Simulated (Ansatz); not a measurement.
MgTi3N (anti-perovskite, Pm-3m) at seven volumes, the program Ansatz at the PBE level (PAW), scaled uniformly. One row is withheld.

```tsv
V (Å³/atom)	P (GPa)
13.410	15.98
13.852	?
14.294	4.52
14.736	-0.01
15.178	-3.90
15.620	-7.22
16.062	-10.07
```

Task: Fit the shown pressures and predict the withheld one.

Result: Third-order Birch–Murnaghan: P = (3/2)B₀(x^(7/2) − x^(5/2))[1 + (3/4)(B′ − 4)(x − 1)] with x = (V₀/V)^(2/3). Least squares on the six rows gives V₀ = 14.735 Å³/atom, B₀ = 139.6 GPa, B′ = 4.14. At V = 13.852, x = 1.0421 and P = 9.81 GPa. The run itself gave 9.80 GPa.

The start of the workflow was typed in or built on a structure type; neither database checked (COD, Materials Project) lists it. Whether it is the stable phase at ambient conditions was not checked. Symmetry was held in the PBE relaxation; whether a distortion lowers the energy is not shown. The workflow began spin-polarised and lost its moments.

Potentials: the earlier of the program's two PAW sets.
